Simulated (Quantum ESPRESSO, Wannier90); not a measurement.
RbMgF3 (cubic perovskite), plane waves to Wannier functions

```
begin unit_cell_cart
ang
    4.0569300000    0.0000000000    0.0000000000
    0.0000000000    4.0569300000    0.0000000000
    0.0000000000    0.0000000000    4.0569300000
end unit_cell_cart
begin atoms_frac
Rb   0.0000000000  0.0000000000  0.0000000000
Mg   0.5000000000  0.5000000000  0.5000000000
F    0.0000000000  0.5000000000  0.5000000000
F    0.5000000000  0.0000000000  0.5000000000
F    0.5000000000  0.5000000000  0.0000000000
end atoms_frac
```

Structure: Materials Project mp-8402, symmetrised, not relaxed again. Not found in the COD (Crystallography Open Database) copy used; not checked further. Level: PBEsol, spinors with spin-orbit coupling; pw.x of Quantum ESPRESSO at 68 Ry with PseudoDojo potentials, 6×6×6 k-points, Wannier90. Density: 8×8×8 mesh, cold smearing 0.01 Ry.

A tight-binding model is made by disentanglement and projection with no localisation steps (num_iter = 0), so the 34 orbitals stay atom-like: hydrogen-like Rb: s; Mg: s;p; F: s;p, axes along x, y, z; frozen window up to 8.67 eV relative to the valence-band maximum. It follows pw.x to 2.6 meV rms for states up to 8.2 eV relative to the valence-band maximum. Matrix elements depend on this choice of orbitals and windows. Bands 17–18 (Rb 4p 95 %, F 2p 4 %), 19–22 (Rb 4p 93 %, F 2p 6 %) lie between the kept ones and are excluded.

Problem. What are the on-site energies relative to the valence-band maximum, and how fast do the hoppings decay?

Solution. 
```csv
atom,orbitals,energy (eV)
Rb1,s↑ s↓,10.94
Mg2,s↑ s↓,11.68
Mg2,pz↑ pz↓ px↑ px↓ py↑ py↓,14.77
F3,s↑ s↓,-18.79
F3,pz↑ pz↓ py↑ py↓,-0.78
F3,px↑ px↓,-1.62
F4,s↑ s↓,-18.79
F4,pz↑ pz↓ px↑ px↓,-0.78
F4,py↑ py↓,-1.62
F5,s↑ s↓,-18.79
F5,pz↑ pz↓,-1.62
F5,px↑ px↓ py↑ py↓,-0.78
```

```tsv
distance of the centres (Å)	largest modulus (eV)
2–3	1.9
3–4	0.43
4–5	0.91
5–6	0.17
6–7	0.10
7–8	0.034
8–9	0.086
9–10	0.027
10–11	0.014
11–12	0.0077
```
